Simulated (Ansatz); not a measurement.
The cell is built from the wurtzite type as a first guess.

InF: DFT, PBE, PAW with Ansatz's default frozen-core files, scalar-relativistic (Ansatz 0.2.0).

The relaxation starts from this cell:

```xyz
4
Lattice="3.4048 0.0000 0.0000 -1.7024 2.9487 0.0000 0.0000 0.0000 5.5498" Properties=species:S:1:pos:R:3 pbc="T T T"
In    0.0000    1.9658    0.0000
In    1.7024    0.9829    2.7749
F     0.0000    1.9658    2.0867
F     1.7024    0.9829    4.8617
```

Output:

```
Engine: ansatz 0.2.0
Pseudopotentials: kind: paw
Pseudopotential: In, paw, valence charge 13, recommended cutoff 420 eV (normal)
Pseudopotential: F, paw, valence charge 7, recommended cutoff 420 eV (normal)
Functional definition: PBE
  parameter kappa = 0.804
  parameter beta = 0.06672455060314922
  exchange = pbe_x(kappa = kappa, mu = beta*pi^2/3)
  correlation = pbe_c(beta = beta)
Crystal: 4 atoms, lattice volume = 55.718 Å³
Basis set: ecut = 420 eV, 1099 PW (Γ), exchange–correlation on 48×48×80 points (8 copies of the dense FFT grid, shifted against one another)
Bands: 24, of which v1, the nominal top of the filled ones, is band 20 counted from 1 (19 counted from 0)
Symmetry: 12 space group operations
Space group: P63mc (ITA 186), of the structure as read, at distance tolerance 3.8e-5 Å
k-points: 120 of 1568 (time reversal used)
Non-local potential: In, projectors of the file, l = 0: 2, l = 1: 2, l = 2: 2, l = 3: 2
Non-local potential: F, projectors of the file, l = 0: 2, l = 1: 2, l = 2: 1
PAW form: soft (Blöchl's): semilocal exchange-correlation on the pseudo side does not see the compensation charge
PAW one-centre angular grid: In, 590 points (default); XC on 64 Gauss nodes
PAW one-centre angular grid: F, 110 points (default); XC on 64 Gauss nodes
Initial density: superposition of atomic densities (neutral atoms: chi_scale 0, normalization atom), corrected by the library's trained network
Initial wavefunctions: pseudopotential atomic-orbital guess
Functional: x = pbe(κ = 0.804, μ = 0.2195149727645171), c = pbe(β = 0.06672455060314922)
SCF iter   1: F=—  HF=-12807.199838 eV  |F-HF|=—  |Δ(HF+E_count)|=         —  Δρ=9.22e-3  dr2=4.31e-2  ethr=1.77e-3  ⟨swp⟩=6.1  Hψ=12429  notcnv=0
preconditioner: auto → Kerker (q_TF=auto, 2.582 Å⁻¹)  [metal: Δε(μ)=0.023 eV  Ē_g=17.088 eV  σ=0.050 eV  W_gap=0.11  n_scr=22 (ndim 8)  ℏωp=31.5 eV  f_vac=0.000  D(μ)=1.13/eV (n_scr^D=2)]
SCF iter   2: F=—  HF=-12807.190814 eV  |F-HF|=—  |Δ(HF+E_count)|=   9.02e-3  Δρ=3.39e-3  dr2=6.01e-3  ethr=1.08e-4  ⟨swp⟩=2.2  Hψ=5273  notcnv=0
SCF iter   3: F=—  HF=-12807.190236 eV  |F-HF|=—  |Δ(HF+E_count)|=   5.78e-4  Δρ=1.91e-3  dr2=2.12e-3  ethr=1.50e-5  ⟨swp⟩=1.0  Hψ=2880  notcnv=0
SCF iter   4: F=—  HF=-12807.189923 eV  |F-HF|=—  |Δ(HF+E_count)|=   3.13e-4  Δρ=2.76e-4  dr2=4.62e-5  ethr=5.29e-6  ⟨swp⟩=3.0  Hψ=5076  notcnv=0
SCF iter   5: F=—  HF=-12807.189631 eV  |F-HF|=—  |Δ(HF+E_count)|=   2.91e-4  Δρ=9.35e-5  dr2=4.89e-6  ethr=1.15e-7  ⟨swp⟩=2.8  Hψ=5239  notcnv=0
SCF iter   6: F=—  HF=-12807.189633 eV  |F-HF|=—  |Δ(HF+E_count)|=   1.49e-6  Δρ=2.65e-5  dr2=4.06e-7  ethr=1.22e-8  ⟨swp⟩=3.0  Hψ=5079  notcnv=0
SCF iter   7: F=-12807.189633 eV  HF=-12807.189633 eV  |F-HF|=6.22e-9  |Δ(HF+E_count)|=   1.76e-7  Δρ=5.04e-6  dr2=1.16e-8  ethr=2.50e-10  ⟨swp⟩=8.3  Hψ=18221  notcnv=0
SCF 1 converged in 7 iterations: F = -12807.189633 eV  dr2 = 1.16e-8
  greatest PAW one-centre occupation: 0.986 electrons in one spin orbital (limit 2), on the In atom at site 0 (counted from 0), in its partial waves of l = 2
relax step   1: F+E_penalty+E_count = -12807.18963299 eV  Δ(F+E_penalty+E_count) = +0.000e0 eV  max|allowed force component| = 2.590e-1 eV/Å  Δτ_max = 0.0000 Å  P = +62.026 GPa  Ω = 55.718 Å³  (7 SCF iters, dr2 threshold 1.00e-7 eV, accepted)
Crystal: 4 atoms, lattice volume = 63.346 Å³
Basis set: ecut = 420 eV, 1237 PW (Γ), exchange–correlation on 48×48×80 points (8 copies of the dense FFT grid, shifted against one another)
Initial density: handed on by an earlier stage of this run
Initial wavefunctions: those handed on with the density
iter 1 solved again at ethr=2.85e-4 eV; its pass at ethr=3.10e-3 eV (dr2=1.14e-1 eV) is discarded
SCF iter   1: F=—  HF=-12809.525681 eV  |F-HF|=—  |Δ(HF+E_count)|=         —  Δρ=1.18e-2  dr2=1.12e-1  ethr=2.85e-4  ⟨swp⟩=1.2  Hψ=17648  notcnv=0
preconditioner: auto → Kerker (q_TF=auto, 2.527 Å⁻¹)  [metal: Δε(μ)=0.046 eV  Ē_g=16.292 eV  σ=0.050 eV  W_gap=0.22  n_scr=22 (ndim 8)  ℏωp=29.5 eV  f_vac=0.000  D(μ)=0.36/eV (n_scr^D=0)]
SCF iter   2: F=—  HF=-12809.505945 eV  |F-HF|=—  |Δ(HF+E_count)|=   1.97e-2  Δρ=7.82e-3  dr2=4.16e-2  ethr=2.81e-4  ⟨swp⟩=2.0  Hψ=3336  notcnv=0
SCF iter   3: F=—  HF=-12809.497414 eV  |F-HF|=—  |Δ(HF+E_count)|=   8.53e-3  Δρ=3.45e-3  dr2=9.78e-3  ethr=1.04e-4  ⟨swp⟩=3.0  Hψ=5736  notcnv=0
SCF iter   4: F=—  HF=-12809.496051 eV  |F-HF|=—  |Δ(HF+E_count)|=   1.36e-3  Δρ=1.17e-3  dr2=8.55e-4  ethr=2.44e-5  ⟨swp⟩=2.0  Hψ=3666  notcnv=0
SCF iter   5: F=—  HF=-12809.496217 eV  |F-HF|=—  |Δ(HF+E_count)|=   1.66e-4  Δρ=2.58e-4  dr2=5.39e-5  ethr=2.14e-6  ⟨swp⟩=2.5  Hψ=4711  notcnv=0
SCF iter   6: F=—  HF=-12809.496081 eV  |F-HF|=—  |Δ(HF+E_count)|=   1.36e-4  Δρ=8.84e-5  dr2=4.85e-6  ethr=1.35e-7  ⟨swp⟩=2.3  Hψ=5108  notcnv=0
SCF iter   7: F=—  HF=-12809.496082 eV  |F-HF|=—  |Δ(HF+E_count)|=   1.14e-6  Δρ=2.62e-5  dr2=4.80e-7  ethr=1.21e-8  ⟨swp⟩=3.0  Hψ=5021  notcnv=0
SCF iter   8: F=-12809.496083 eV  HF=-12809.496083 eV  |F-HF|=5.34e-9  |Δ(HF+E_count)|=   1.36e-7  Δρ=7.97e-6  dr2=4.99e-8  ethr=1.00e-9  ⟨swp⟩=8.2  Hψ=19553  notcnv=0
SCF 2 converged in 8 iterations: F = -12809.496083 eV  dr2 = 4.99e-8
  Residual-converged pass: ⟨swp⟩=1.1  Hψ=3367  notcnv=0  max |occ|·‖R‖ = 7.1e-9 eV (tolerance 1.0e-8 eV)  dr2=4.99e-8  dr2_onsite=1.00e-9  max |Δocc| = 5.4e-10
  greatest PAW one-centre occupation: 0.985 electrons in one spin orbital (limit 2), on the In atom at site 1 (counted from 0), in its partial waves of l = 2
relax step   2: F+E_penalty+E_count = -12809.49608253 eV  Δ(F+E_penalty+E_count) = -2.306e0 eV  max|allowed force component| = 2.136e-1 eV/Å  Δτ_max = 0.0065 Å  P = +37.151 GPa  Ω = 63.346 Å³  energy of the carried Pulay correction = -2.189e-2 eV  (8 SCF iters, dr2 threshold 4.00e-7 eV, accepted)
Crystal: 4 atoms, lattice volume = 71.574 Å³
Basis set: ecut = 420 eV, 1389 PW (Γ), exchange–correlation on 48×48×80 points (8 copies of the dense FFT grid, shifted against one another)
iter 1 solved again at ethr=2.76e-4 eV; its pass at ethr=3.10e-3 eV (dr2=1.10e-1 eV) is discarded
SCF iter   1: F=—  HF=-12810.949927 eV  |F-HF|=—  |Δ(HF+E_count)|=         —  Δρ=1.05e-2  dr2=1.11e-1  ethr=2.76e-4  ⟨swp⟩=1.1  Hψ=17772  notcnv=0
preconditioner: auto → Resta (q_TF=auto, 2.476 Å⁻¹)  ε∞=4.2  [insulator: Δε(μ)=0.490 eV  Ē_g=15.629 eV  σ=0.050 eV  W_gap=0.98  n_scr=22 (ndim 8)  ℏωp=27.8 eV  f_vac=0.006  D(μ)=0.01/eV (n_scr^D=0)  ε∞_Penn≈4.2]
SCF iter   2: F=—  HF=-12810.923174 eV  |F-HF|=—  |Δ(HF+E_count)|=   2.68e-2  Δρ=7.14e-3  dr2=2.26e-2  ethr=2.76e-4  ⟨swp⟩=2.0  Hψ=4111  notcnv=0
SCF iter   3: F=—  HF=-12810.917987 eV  |F-HF|=—  |Δ(HF+E_count)|=   5.19e-3  Δρ=2.43e-3  dr2=8.00e-3  ethr=5.64e-5  ⟨swp⟩=2.0  Hψ=4354  notcnv=0
SCF iter   4: F=—  HF=-12810.916526 eV  |F-HF|=—  |Δ(HF+E_count)|=   1.46e-3  Δρ=6.69e-4  dr2=2.96e-4  ethr=2.00e-5  ⟨swp⟩=2.0  Hψ=3506  notcnv=0
[...]
SCF iter   3: F=—  HF=-12813.074367 eV  |F-HF|=—  |Δ(HF+E_count)|=   1.64e-5  Δρ=4.45e-5  dr2=3.52e-7  ethr=5.03e-9  ⟨swp⟩=2.0  Hψ=3803  notcnv=0
SCF iter   4: F=—  HF=-12813.074370 eV  |F-HF|=—  |Δ(HF+E_count)|=   2.74e-6  Δρ=2.33e-6  dr2=1.78e-9  ethr=8.80e-10  ⟨swp⟩=2.0  Hψ=5280  notcnv=0
SCF iter   5: F=—  HF=-12813.074370 eV  |F-HF|=—  |Δ(HF+E_count)|=   4.08e-9  Δρ=4.73e-7  dr2=2.49e-10  ethr=4.46e-12  ⟨swp⟩=2.0  Hψ=5280  notcnv=0
SCF iter   6: F=-12813.074370 eV  HF=-12813.074370 eV  |F-HF|=3.27e-11  |Δ(HF+E_count)|=  2.66e-10  Δρ=1.20e-7  dr2=2.36e-11  ethr=1.00e-12  ⟨swp⟩=6.0  Hψ=13679  notcnv=0
SCF 35 converged in 6 iterations: F = -12813.074370 eV  dr2 = 2.36e-11
relax step  35: F+E_penalty+E_count = -12813.07437003 eV  Δ(F+E_penalty+E_count) = -3.801e-3 eV  max|allowed force component| = 4.421e-4 eV/Å  Δτ_max = 0.0000 Å  P = +0.035 GPa  Ω = 101.596 Å³  stress off target by 1.58e-1 GPa  SCF on the basis re-selected at this cell (its energy is not comparable with the rows above)  (6 SCF iters)
basis re-selected at this cell: Δ(F+E_penalty+E_count) = -3.801e-3 eV, ΔP = +0.030 GPa vs the last step (what re-selecting the basis moved, of the pressure what is left beyond the Pulay correction that the steps carried, after the strain that the cell walked since its last selection, with what the two solves' SCF thresholds leave and, on support functions, any second-order correction that the steps lacked; it is no measure of the basis error at this ecutwfc). This SCF's stress stands 1.58e-1 GPa from its target on what of the cell is left free (relax.cell.stress_tol is 5.00e-2 GPa) and its largest allowed force component is 4.42e-4 eV/Å (relax.f_tol is 5.00e-3 eV/Å): not within both, so this SCF does not close the relaxation
Crystal: 4 atoms, lattice volume = 102.066 Å³
iter 1 solved again at ethr=1.11e-6 eV; its pass at ethr=3.10e-3 eV (dr2=4.45e-4 eV) is discarded
SCF iter   1: F=—  HF=-12813.074209 eV  |F-HF|=—  |Δ(HF+E_count)|=         —  Δρ=9.46e-4  dr2=4.81e-4  ethr=1.11e-6  ⟨swp⟩=2.5  Hψ=17433  notcnv=0
preconditioner: auto → Resta (q_TF=auto, 2.334 Å⁻¹)  ε∞=3.6  [insulator: Δε(μ)=1.625 eV  Ē_g=14.429 eV  σ=0.050 eV  W_gap=1.00  n_scr=24 (ndim 8)  ℏωp=23.2 eV  f_vac=0.175  D(μ)=0.00/eV (n_scr^D=0)  ε∞_Penn≈3.6]
SCF iter   2: F=—  HF=-12813.074081 eV  |F-HF|=—  |Δ(HF+E_count)|=   1.28e-4  Δρ=4.46e-4  dr2=1.01e-4  ethr=1.11e-6  ⟨swp⟩=2.0  Hψ=3827  notcnv=0
SCF iter   3: F=—  HF=-12813.074062 eV  |F-HF|=—  |Δ(HF+E_count)|=   1.90e-5  Δρ=1.89e-4  dr2=2.47e-5  ethr=2.51e-7  ⟨swp⟩=2.0  Hψ=5214  notcnv=0
SCF iter   4: F=—  HF=-12813.074191 eV  |F-HF|=—  |Δ(HF+E_count)|=   1.29e-4  Δρ=4.32e-5  dr2=1.57e-6  ethr=6.18e-8  ⟨swp⟩=2.0  Hψ=4752  notcnv=0
SCF iter   5: F=—  HF=-12813.074192 eV  |F-HF|=—  |Δ(HF+E_count)|=   9.46e-7  Δρ=8.01e-6  dr2=9.20e-8  ethr=3.94e-9  ⟨swp⟩=2.0  Hψ=3839  notcnv=0
SCF iter   6: F=-12813.074192 eV  HF=-12813.074192 eV  |F-HF|=2.21e-8  |Δ(HF+E_count)|=   1.59e-7  Δρ=2.88e-6  dr2=1.26e-8  ethr=1.56e-10  ⟨swp⟩=8.3  Hψ=18364  notcnv=0
SCF 36 converged in 6 iterations: F = -12813.074192 eV  dr2 = 1.26e-8
relax step  36: F+E_penalty+E_count = -12813.07419194 eV  Δ(F+E_penalty+E_count) = +1.781e-4 eV  max|allowed force component| = 1.702e-3 eV/Å  Δτ_max = 0.0035 Å  P = +0.022 GPa  Ω = 102.066 Å³  energy of the carried Pulay correction = -7.963e-4 eV  (6 SCF iters, dr2 threshold 6.24e-8 eV, accepted)
iter 1 solved again at ethr=8.29e-8 eV; its pass at ethr=3.10e-3 eV (dr2=3.32e-5 eV) is discarded
SCF iter   1: F=—  HF=-12813.074975 eV  |F-HF|=—  |Δ(HF+E_count)|=         —  Δρ=6.10e-5  dr2=5.11e-7  ethr=8.29e-8  ⟨swp⟩=3.8  Hψ=21220  notcnv=0
preconditioner: auto → Resta (q_TF=auto, 2.334 Å⁻¹)  ε∞=3.6  [insulator: Δε(μ)=1.625 eV  Ē_g=14.430 eV  σ=0.050 eV  W_gap=1.00  n_scr=24 (ndim 8)  ℏωp=23.2 eV  f_vac=0.175  D(μ)=0.00/eV (n_scr^D=0)  ε∞_Penn≈3.6]
SCF iter   2: F=—  HF=-12813.075111 eV  |F-HF|=—  |Δ(HF+E_count)|=   1.36e-4  Δρ=2.93e-5  dr2=1.52e-7  ethr=1.28e-9  ⟨swp⟩=2.0  Hψ=5280  notcnv=0
SCF iter   3: F=—  HF=-12813.075113 eV  |F-HF|=—  |Δ(HF+E_count)|=   1.87e-6  Δρ=1.15e-5  dr2=4.01e-8  ethr=3.79e-10  ⟨swp⟩=2.0  Hψ=4968  notcnv=0
SCF iter   4: F=—  HF=-12813.075113 eV  |F-HF|=—  |Δ(HF+E_count)|=   1.41e-7  Δρ=1.00e-6  dr2=1.04e-9  ethr=1.00e-10  ⟨swp⟩=2.0  Hψ=5280  notcnv=0
SCF iter   5: F=—  HF=-12813.075113 eV  |F-HF|=—  |Δ(HF+E_count)|=   1.88e-9  Δρ=3.56e-7  dr2=2.17e-10  ethr=2.60e-12  ⟨swp⟩=2.0  Hψ=3840  notcnv=0
SCF iter   6: F=-12813.075113 eV  HF=-12813.075113 eV  |F-HF|=2.18e-11  |Δ(HF+E_count)|=  4.98e-10  Δρ=9.09e-8  dr2=7.15e-12  ethr=1.00e-12  ⟨swp⟩=4.8  Hψ=14312  notcnv=0
SCF 37 converged in 6 iterations: F = -12813.075113 eV  dr2 = 7.15e-12
relax step  37: F+E_penalty+E_count = -12813.07511274 eV  Δ(F+E_penalty+E_count) = -9.208e-4 eV  max|allowed force component| = 1.528e-3 eV/Å  Δτ_max = 0.0000 Å  P = +0.027 GPa  Ω = 102.066 Å³  stress off target by 8.15e-2 GPa  SCF on the basis re-selected at this cell (its energy is not comparable with the rows above)  (6 SCF iters)
basis re-selected at this cell: Δ(F+E_penalty+E_count) = -9.208e-4 eV, ΔP = +0.005 GPa vs the last step (what re-selecting the basis moved, of the pressure what is left beyond the Pulay correction that the steps carried, after the strain that the cell walked since its last selection, with what the two solves' SCF thresholds leave and, on support functions, any second-order correction that the steps lacked; it is no measure of the basis error at this ecutwfc). This SCF's stress stands 8.15e-2 GPa from its target on what of the cell is left free (relax.cell.stress_tol is 5.00e-2 GPa) and its largest allowed force component is 1.53e-3 eV/Å (relax.f_tol is 5.00e-3 eV/Å): not within both, so this SCF does not close the relaxation
Crystal: 4 atoms, lattice volume = 102.422 Å³
iter 1 solved again at ethr=5.88e-7 eV; its pass at ethr=3.10e-3 eV (dr2=2.35e-4 eV) is discarded
SCF iter   1: F=—  HF=-12813.074573 eV  |F-HF|=—  |Δ(HF+E_count)|=         —  Δρ=5.85e-4  dr2=2.27e-4  ethr=5.88e-7  ⟨swp⟩=3.5  Hψ=17176  notcnv=0
preconditioner: auto → Resta (q_TF=auto, 2.333 Å⁻¹)  ε∞=3.6  [insulator: Δε(μ)=1.624 eV  Ē_g=14.430 eV  σ=0.050 eV  W_gap=1.00  n_scr=24 (ndim 8)  ℏωp=23.2 eV  f_vac=0.178  D(μ)=0.00/eV (n_scr^D=0)  ε∞_Penn≈3.6]
SCF iter   2: F=—  HF=-12813.074513 eV  |F-HF|=—  |Δ(HF+E_count)|=   6.04e-5  Δρ=2.86e-4  dr2=3.85e-5  ethr=5.69e-7  ⟨swp⟩=2.0  Hψ=3961  notcnv=0
SCF iter   3: F=—  HF=-12813.074660 eV  |F-HF|=—  |Δ(HF+E_count)|=   1.47e-4  Δρ=1.11e-4  dr2=8.85e-6  ethr=9.62e-8  ⟨swp⟩=2.0  Hψ=4480  notcnv=0
SCF iter   4: F=—  HF=-12813.074657 eV  |F-HF|=—  |Δ(HF+E_count)|=   3.16e-6  Δρ=2.51e-5  dr2=4.66e-7  ethr=2.21e-8  ⟨swp⟩=2.0  Hψ=4044  notcnv=0
SCF iter   5: F=—  HF=-12813.074657 eV  |F-HF|=—  |Δ(HF+E_count)|=   3.53e-7  Δρ=4.30e-6  dr2=2.88e-8  ethr=1.16e-9  ⟨swp⟩=2.0  Hψ=3840  notcnv=0
SCF iter   6: F=-12813.074657 eV  HF=-12813.074657 eV  |F-HF|=7.72e-9  |Δ(HF+E_count)|=   5.66e-8  Δρ=1.47e-6  dr2=3.75e-9  ethr=4.15e-11  ⟨swp⟩=7.6  Hψ=17413  notcnv=0
SCF 38 converged in 6 iterations: F = -12813.074657 eV  dr2 = 3.75e-9
relax step  38: F+E_penalty+E_count = -12813.07465696 eV  Δ(F+E_penalty+E_count) = +4.558e-4 eV  max|allowed force component| = 4.640e-4 eV/Å  Δτ_max = 0.0020 Å  P = +0.006 GPa  Ω = 102.422 Å³  energy of the carried Pulay correction = -5.923e-4 eV  (6 SCF iters, dr2 threshold 1.66e-8 eV, accepted)
iter 1 solved again at ethr=8.30e-8 eV; its pass at ethr=3.10e-3 eV (dr2=3.32e-5 eV) is discarded
SCF iter   1: F=—  HF=-12813.075140 eV  |F-HF|=—  |Δ(HF+E_count)|=         —  Δρ=3.68e-5  dr2=1.85e-7  ethr=8.30e-8  ⟨swp⟩=3.9  Hψ=21270  notcnv=0
preconditioner: auto → Resta (q_TF=auto, 2.333 Å⁻¹)  ε∞=3.6  [insulator: Δε(μ)=1.624 eV  Ē_g=14.430 eV  σ=0.050 eV  W_gap=1.00  n_scr=24 (ndim 8)  ℏωp=23.2 eV  f_vac=0.177  D(μ)=0.00/eV (n_scr^D=0)  ε∞_Penn≈3.6]
SCF iter   2: F=—  HF=-12813.075296 eV  |F-HF|=—  |Δ(HF+E_count)|=   1.56e-4  Δρ=1.72e-5  dr2=5.59e-8  ethr=4.63e-10  ⟨swp⟩=2.0  Hψ=5280  notcnv=0
SCF iter   3: F=—  HF=-12813.075297 eV  |F-HF|=—  |Δ(HF+E_count)|=   1.06e-6  Δρ=7.03e-6  dr2=1.05e-8  ethr=1.40e-10  ⟨swp⟩=2.0  Hψ=3811  notcnv=0
SCF iter   4: F=—  HF=-12813.075297 eV  |F-HF|=—  |Δ(HF+E_count)|=   1.20e-7  Δρ=5.76e-7  dr2=3.37e-10  ethr=2.64e-11  ⟨swp⟩=2.0  Hψ=5280  notcnv=0
SCF iter   5: F=—  HF=-12813.075297 eV  |F-HF|=—  |Δ(HF+E_count)|=  4.97e-10  Δρ=2.01e-7  dr2=7.92e-11  ethr=1.00e-12  ⟨swp⟩=2.0  Hψ=3840  notcnv=0
SCF iter   6: F=-12813.075297 eV  HF=-12813.075297 eV  |F-HF|=9.09e-12  |Δ(HF+E_count)|=  1.89e-10  Δρ=6.07e-8  dr2=3.46e-12  ethr=1.00e-12  ⟨swp⟩=6.1  Hψ=13653  notcnv=0
SCF 39 converged in 6 iterations: F = -12813.075297 eV  dr2 = 3.46e-12
relax step  39: F+E_penalty+E_count = -12813.07529748 eV  Δ(F+E_penalty+E_count) = -6.405e-4 eV  max|allowed force component| = 3.753e-4 eV/Å  Δτ_max = 0.0000 Å  P = +0.009 GPa  Ω = 102.422 Å³  stress off target by 2.91e-2 GPa  SCF on the basis re-selected at this cell (its energy is not comparable with the rows above)  (6 SCF iters)
basis re-selected at this cell: Δ(F+E_penalty+E_count) = -6.405e-4 eV, ΔP = +0.003 GPa vs the last step (what re-selecting the basis moved, of the pressure what is left beyond the Pulay correction that the steps carried, after the strain that the cell walked since its last selection, with what the two solves' SCF thresholds leave and, on support functions, any second-order correction that the steps lacked; it is no measure of the basis error at this ecutwfc). This SCF's stress stands 2.91e-2 GPa from its target on what of the cell is left free (relax.cell.stress_tol is 5.00e-2 GPa) and its largest allowed force component is 3.75e-4 eV/Å (relax.f_tol is 5.00e-3 eV/Å): within both
SCF converged after 6 iterations
Free energy (F): -12813.075297 eV
Harris-Foulkes:  -12813.075297 eV  (|F-HF|=9.09e-12)
Internal energy: -12813.075297 eV  (E = F + TS)
E sigma→0 (E₀):  -12813.075297 eV
Fermi energy:    4.636627 eV
--- Per-component energies (eV) ---
  E_band       = -262.181683
  E_kinetic    = 889.306691
  E_local      = -4208.613520  (includes V_loc(G=0)·N_el)
  E_nonlocal   = 879.199553
  E_hartree    = 1651.524698
  E_xc         = -590.916285
  E_vxc        = -402.763193  (∫ρ·V_xc dr)
  E_paw        = -8700.562313  (= ΣΔE_a)
  E_vpaw       = -722.364788  (= ΣTr[D̂ρ^β])
  E_aug_tail   = 0.004107  (compensation charges beyond the density's cutoff)
  E_ewald      = -2733.018229
  E_smearing   = -0.000000  (= −TS)
  E_closure    = 0.000000  (closes the sum)
  Σ components = -12813.075297   (vs F -12813.075297, Δ=0.00e0)
--- Forces (eV/Å), atoms counted from 1 ---
  atom   1  In     0.00000000    -0.00000000     0.00037583
  atom   2  In    -0.00000000     0.00000000     0.00037583
  atom   3  F     -0.00000000     0.00000000    -0.00037481
  atom   4  F      0.00000000    -0.00000000    -0.00037481
  max |Σ_I F_I| component: 2.04e-6 eV/Å
--- Stress (GPa, compression-positive) ---
       -0.000685       0.000000       0.000000
        0.000000      -0.000685       0.000000
        0.000000       0.000000       0.029096
  P = ⅓ Tr σ = 0.0092 GPa (0.092 kbar)
--- Band table (eV; the first three rows and the last of 120) ---
  k-point 0: bands = ["-18.5131", "-18.5073", "-9.7121", "-9.7121", "-9.7115", "-9.7115", "-9.6981", "-9.6770", "-9.5944", "-9.5944", "-9.5911", "-9.5911", "-1.9375", "-1.3341", "0.2099", "0.2099", "0.2338", "0.2338", "0.7110", "2.0801", "5.4536", "7.9158", "11.7643", "12.5902"]
  k-point 1: bands = ["-18.5129", "-18.5075", "-9.7121", "-9.7121", "-9.7116", "-9.7116", "-9.6973", "-9.6778", "-9.5943", "-9.5943", "-9.5912", "-9.5912", "-1.9198", "-1.3659", "0.2108", "0.2108", "0.2329", "0.2329", "0.7638", "2.0189", "5.5394", "7.7817", "11.9518", "12.5937"]
  k-point 2: bands = ["-18.5122", "-18.5081", "-9.7120", "-9.7120", "-9.7116", "-9.7116", "-9.6951", "-9.6801", "-9.5940", "-9.5940", "-9.5916", "-9.5916", "-1.8680", "-1.4504", "0.2134", "0.2134", "0.2302", "0.2302", "0.9093", "1.8535", "5.7783", "7.4423", "12.4506", "12.6039"]
  k-point 119: bands = ["-18.4525", "-18.4525", "-9.6612", "-9.6612", "-9.6454", "-9.6454", "-9.6164", "-9.6164", "-9.5816", "-9.5816", "-9.5409", "-9.5409", "-1.2223", "-1.2223", "-0.4728", "-0.4728", "-0.1182", "-0.1182", "3.7289", "3.7289", "6.2592", "6.2592", "7.4026", "7.4026"]
--- Relaxed structure (32 steps of the walk, 31 accepted, 7 SCFs on fresh bases) ---
  F+E_penalty+E_count = -12813.07529748 eV   max|allowed force component| = 3.753e-4 eV/Å   (the final SCF, on the basis selected at the relaxed cell)
  cell:  # Å, volume = 102.4222 Å³
    - [3.644286249057652, -8.862453033947127e-18, -1.1274034990439075e-31]
    - [-1.822143124528826, 3.15604447034623, 1.141587963830792e-31]
    - [-1.693079635406994e-31, 5.802179246408542e-32, 8.90509066425614]
  atoms:
    - { symbol: In, position: [0.33333333333333337, 0.6666666666666667, 0.008807171085813826] }
    - { symbol: In, position: [0.6666666666666666, 0.33333333333333337, 0.5088071710858136] }
    - { symbol: F, position: [0.33333333333333337, 0.6666666666666667, 0.36719282891418636] }
    - { symbol: F, position: [0.6666666666666666, 0.33333333333333337, 0.8671928289141859] }
```
